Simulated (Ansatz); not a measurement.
Ti$_{3}$Al (D019 type, space group P6_3/mmc)

```
CELL_PARAMETERS angstrom
      5.75530     0.00000     0.00000
     -2.87765     4.98424     0.00000
      0.00000     0.00000     4.65460
ATOMIC_POSITIONS crystal
  Ti 0.83025 0.66050 0.25000
  Ti 0.16975 0.83025 0.75000
  Ti 0.33950 0.16975 0.25000
  Ti 0.16975 0.33950 0.75000
  Ti 0.83025 0.16975 0.25000
  Ti 0.66050 0.83025 0.75000
  Al 0.33333 0.66667 0.25000
  Al 0.66667 0.33333 0.75000
```

The volume is varied about the relaxed value V₀ at fixed cell shape. The atoms relax within the cell's symmetry.

Level of theory: PBE (plane waves to 420 eV, PAW, scalar-relativistic; Ansatz, an electronic-structure program). k mesh 10×10×10 (Γ-centred), Fermi-Dirac smearing 0.05 eV. The energy includes the smearing's −TS. Stress and pressure are positive under compression. With the shape held, the modulus is that of even scaling; a crystal free to change shape is softer. The PAW data are Ansatz's earlier set. Ti3Al is run without spin polarisation. Ti3Al was relaxed with its symmetry unable to fall. ΔE is measured from the relaxed starting cell. The last digit holds for this mesh only.

```csv
V (Å³/atom),ΔE (meV/atom)
15.689,23.7
15.856,16.2
16.022,10.2
16.189,5.7
16.356,2.5
16.523,0.6
16.690,0.0
16.857,0.6
17.024,2.3
17.191,5.1
17.358,9.0
17.525,withheld
17.692,19.6
```

Q: Fit a third-order Birch-Murnaghan form (E₀, V₀, B₀, B₀′ free) to the given rows and predict ΔE at V = 17.525.

A: Least squares on the 12 given rows: ΔE = E₀ + (9V₀B₀/16)·y²·[2 + (B₀′ − 4)y], y = (V₀/V)^(2/3) − 1, with V₀ = 16.691 Å³/atom, B₀ = 114.6 GPa (160.2 GPa = 1 eV/Å³; the term in eV is multiplied by 1000), B₀′ = 3.68, E₀ = 0.01 meV/atom; root-mean-square residual 0.02 meV/atom. At 17.525 the fit gives 13.8 meV/atom; the calculation gives 13.8 meV/atom, the same to the digits shown. For the pressure the fit gives -5.1 GPa against the computed -5.1 GPa.

(A scan under strain: stresses follow from slopes of the energy per volume, elastic moduli from its curvatures.)
